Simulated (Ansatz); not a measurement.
**How Re (P6_3/mmc) stiffens under pressure**

```xyz
2
Lattice="2.7382 0.0000 0.0000 -1.3691 2.3713 0.0000 0.0000 0.0000 4.4149" Properties=species:S:1:pos:R:3 pbc="T T T"
Re    0.0000    1.5809    1.1037
Re    1.3691    0.7904    3.3111
```

This is the zero-pressure cell. At each pressure cell and atoms are relaxed in this structure, and the constants are slopes of the stress at strains of ±0.005 with relaxed ions (the coefficients that govern stability under load). Level: LDA, PAW on Ansatz 0.2.0's default frozen-core files (fitted under PBE), scalar-relativistic; k mesh 20×20×12, strains of ±0.005, Fermi-Dirac smearing of 0.080 eV, cutoff 420 eV. P is the pressure of the relaxed cell, less that of this one.

```tsv
P (GPa)	V/V₀	C11 (GPa)	C12 (GPa)	C13 (GPa)	C33 (GPa)	C44 (GPa)
0.00	1.0000	672.7	294.4	243.8	734.6	177.6
0.98	0.9976	679.2	298.1	246.7	741.6	179.0
1.95	?	?	?	?	?	?
3.99	0.9904	699.0	309.2	255.5	762.7	183.2
6.99	0.9835	718.5	320.4	264.2	783.5	187.5
10.02	0.9768	737.8	331.5	272.9	804.0	191.6
15.01	0.9662	769.0	349.9	287.2	837.0	198.4
```

Question: Does the bulk modulus from the constants agree with the pressure-volume curve?

Answer: A third-order Birch-Murnaghan fit to the volumes shown (F against f, f = [(V₀/V)^(2/3) − 1]/2) gives B₀ = 404.9 GPa and B′ = 4.4. Its −V dP/dV stands beside the Reuss value 1/ΣS_ij (i, j ≤ 3):

| P (GPa) | from P(V) | from the constants |
| --- | --- | --- |
| 0.00 | 404.9 | 404.9 |
| 0.98 | 409.1 | 409.2 |
| 3.99 | 422.2 | 422.3 |
| 6.99 | 435.2 | 435.3 |
| 10.02 | 448.2 | 448.2 |
| 15.01 | 469.4 | 469.3 |

Question: What are the pressure derivatives at zero pressure?

Answer: Slopes at V₀ of quadratic fits in −ln(V/V₀) through the first four rows shown, divided by B₀: dC11/dP = 6.7, dC12/dP = 3.7, dC13/dP = 2.9, dC33/dP = 7.1, dC44/dP = 1.4. The mean slopes up to 4.0 GPa are 6.6, 3.7, 2.9, 7.0, 1.4; curvature and scatter of the constants part the two.

Question: Fill the row at 1.95 GPa.

Answer: Cubic fits in −ln(V/V₀) through all rows shown give C11 = 685.7, C12 = 301.7, C13 = 249.5, C33 = 748.4, C44 = 180.4 GPa. Computed: V/V₀ = 0.9953, C11 (GPa) = 685.7, C12 (GPa) = 301.7, C13 (GPa) = 249.5, C33 (GPa) = 748.4, C44 (GPa) = 180.4.

Question: Does a shear stiffness soften?

Answer: C44 goes from 177.6 to 198.4 GPa; (C11 − C12)/2 goes from 189.2 to 209.6 GPa. Neither ends more than 3 % under its start, and the lattice stays mechanically stable over this range.

Known limits: no other phase was computed; many crystals of this kind change structure within this range, and rows or crossings beyond such a change describe a metastable lattice; frozen-core PAW files fitted under PBE, their cores solved anew for the functional of the run; responses of metals move with mesh and smearing; no spin-orbit coupling on heavy atoms; elastic stability says nothing of phonons or of other phases; phonons weren't checked at these pressures.
